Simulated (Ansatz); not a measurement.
CuCl:
```cif
data_Cl3Cu3
_chemical_formula_sum 'Cu3 Cl3'
_space_group_name_H-M_alt 'P3121'
_space_group_IT_number 152
_space_group_name_Hall 'P 31 2"'
_cell_length_a 3.88085
_cell_length_b 3.88085
_cell_length_c 9.14118
_cell_angle_alpha 90.000
_cell_angle_beta 90.000
_cell_angle_gamma 120.000
loop_
_atom_site_label
_atom_site_type_symbol
_atom_site_symmetry_multiplicity
_atom_site_Wyckoff_symbol
_atom_site_fract_x
_atom_site_fract_y
_atom_site_fract_z
_atom_site_occupancy
Cu1 Cu 3 b 0.25131 0.25131 0.50000 1
Cl1 Cl 3 a 0.54545 0.54545 0.00000 1
```

This is the PBE+D3(BJ)-relaxed structure.

**Question.** All from plane-wave PAW PBE+D3(BJ) (Ansatz code), unless another level is named. Give the smallest direct gap on the standard path.

**Answer.** 2.05 eV.

**Question.** Give the electron effective mass.

**Answer.** 0.48, 0.76, 0.76 mₑ (principal values).

**Question.** Next, the formation energy from the elements (no fitted shifts)?

**Answer.** -0.24 eV/atom.

**Question.** And the weight of the conduction-edge state by species (Voronoi cells)?

**Answer.** Cu 65 %, Cl 35 %.

**Question.** Predict the conduction-band minimum.

**Answer.** at Γ.

Space group P3_121. The start of the workflow was typed in or built on a structure type; neither database checked (COD, Materials Project) lists it. It is not the phase usual at ambient conditions (space group No. 216). The cell was relaxed with PBE+D3(BJ) under the symmetry of its start; whether a distortion lowers the energy is not shown. The workflow began spin-polarised and lost its moments. The references are the lowest solids computed at this level, not always the standard phases (solids in place of the gases).

Potentials: the later of the program's two PAW sets.
